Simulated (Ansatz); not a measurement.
**KNa3Ge: stable or not**

It was reached by relaxing an invented guess, and it needn't be the stable form of this composition.

These are results of DFT PBE, scalar-relativistic, plane waves, PAW in Ansatz, not measurements. The final run on the 5-atom cell used 420 eV, a Γ-centred 8×8×8 mesh, 0.10 eV smearing and no spin polarisation.

```xyz
5
Lattice="5.7928 0.0000 0.0000 0.0000 5.7928 0.0000 0.0000 0.0000 5.7928" Properties=species:S:1:pos:R:3 pbc="T T T"
K     0.0000    0.0000    0.0000
Na    0.0000    2.8964    2.8964
Na    2.8964    0.0000    2.8964
Na    2.8964    2.8964    0.0000
Ge    2.8964    2.8964    2.8964
```

Energies over the elements count from the elements' standard structures at the same level, with no fitted energy shifts.

Question: These tests were run: energy against the elements; phonons at Γ. What do they show?

Answer:

```json
{"test": "energy against the elements", "result": "−0.01 eV/atom"}
{"test": "phonons at Γ", "result": "imaginary modes down to 29i cm⁻¹"}
```

It fails one test: phonons at Γ. So it isn't even a local minimum. Undecided within the accuracy: energy against the elements.

For metals, differences of a few meV/atom aren't resolved. The run for the phonons used an 8×8×8 k mesh and Fermi–Dirac smearing of 0.15 eV.
